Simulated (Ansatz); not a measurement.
ScAg₃:
```xyz
4
Lattice="4.2427 0.0000 0.0000 0.0000 4.2427 0.0000 0.0000 0.0000 4.2427" Properties=species:S:1:pos:R:3 pbc="T T T"
Ag     0.0000     2.1214     2.1214
Ag     2.1214     2.1214     0.0000
Ag     2.1214     0.0000     2.1214
Sc     0.0000     0.0000     0.0000
```

Relaxed with PBE. Special points in fractions of this cell's reciprocal vectors: Γ (0.000, 0.000, 0.000); X (0.000, 0.500, 0.000); M (0.500, 0.500, 0.000); R (0.500, 0.500, 0.500).

List the band energies nearest the Fermi level at these points for DFT-PBE with spin–orbit coupling in the program Ansatz with PAW potentials.

In eV from the Fermi level; about four levels below and three above (degenerate sets whole), none deeper than 8.9 eV; … stands for higher levels left out; points with the same levels are listed once.

| k | below | above |
|---|---|---|
| Γ | -3.17 -3.17 -3.17 -3.17 | 0.71 0.71 0.71 0.71 |
| X | -3.72 -3.72 -3.24 -3.24 | 0.28 0.28 0.32 0.32 |
| M | -1.05 -1.05 -1.01 -1.01 | 0.68 0.68 0.69 0.69 |
| R | -0.04 -0.04 -0.04 -0.04 | … |

Space group Pm-3m (Cu3Au type). The start of the workflow was typed in or built on a structure type; neither database checked (COD, Materials Project) lists it. Its standing as an ambient phase is unchecked. The PBE relaxation kept the symmetry of its start; its stability against distortions is not shown here. The run is not spin-polarised.

Potentials: the later of the program's two PAW sets.
